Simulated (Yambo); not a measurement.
How GW settings move the gap: KBr

G0W0@LDA for KBr (rock salt, space group Fm-3m, No. 225) in Yambo. Reference settings: 4×4×4 Γ-centred k mesh, 125 bands and a 8 Ry block in the screening, 125 bands in G with the Bruneval-Gonze terminator, plasmon pole fitted at 27.2 eV. The LDA gap Γ → Γ on this mesh is 4.32 eV; G0W0 gaps are taken between the same points.

```tsv
change from the reference	G0W0 gap Γ → Γ (eV)	shift of the valence edge (eV)	rough Yambo cost
reference settings	7.13	-1.83	1
42 bands in G	7.11	-1.78	–
wavefunctions cut at 25 Ry	7.13	-1.83	about 1/2
no point-group symmetry	7.13	-1.84	about 4×
42 bands in G, no terminator	6.91	-1.35	–
no terminator	7.10	-1.75	–
```

The reference isn't shown to be the converged limit. Costs are rough (shared machines), scaled to the same edge states, and given only for runs that recompute the screening.

Spin-orbit splittings are left out.

Geometry relaxed with LDA; primitive cell a = 4.5048 Å, b = 4.5048 Å, c = 4.5048 Å, α = 60.00°, β = 60.00°, γ = 60.00°.

A shift is the quasiparticle energy of the state minus its LDA energy.
